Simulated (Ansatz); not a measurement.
**Kick test of a cell of Rb₃NaH**

The structure comes from a generated guess, relaxed at this level; another structure or a mixture of phases may lie lower.

Computed with DFT PBE, scalar-relativistic, plane waves, PAW in Ansatz 0.2.0. Plane waves to 420 eV, a k mesh through Γ of 6×6×6 on the computed 5-atom cell and Gaussian smearing (0.10 eV); no spin polarisation.

The cell below (5 atoms, space group Pm-3m (No. 221)) is relaxed within its symmetry.

```
Rb Na H
1.0
     6.30769    0.00000    0.00000
     0.00000    6.30769    0.00000
     0.00000    0.00000    6.30769
Rb Na H
3 1 1
Cartesian
  3.1538 0.0000 3.1538
  3.1538 3.1538 0.0000
  0.0000 3.1538 3.1538
  0.0000 0.0000 0.0000
  3.1538 3.1538 3.1538
```

For the test a repeat of it with 10 atoms (edges 6.31, 6.31, 12.62 Å) was strained at random (σ = 1.5 % a component), the atoms were moved at random (σ = 0.10 Å), and all was relaxed again on a coarse 4×4×2 mesh (in the run’s order of axes) with 0.20 eV smearing, with no symmetry imposed.

The cell is a metal run without spin; a magnetic state may lie lower.

Task: What happens?

Result: It returns, within 1 meV/atom of the unmoved cell on that mesh and with the same symmetry when read at 0.1 Å (C2 at 0.01 Å, so small strains and shifts remain). No instability shows in this cell; modes of other wave vectors, which need another repeat, aren't tested.
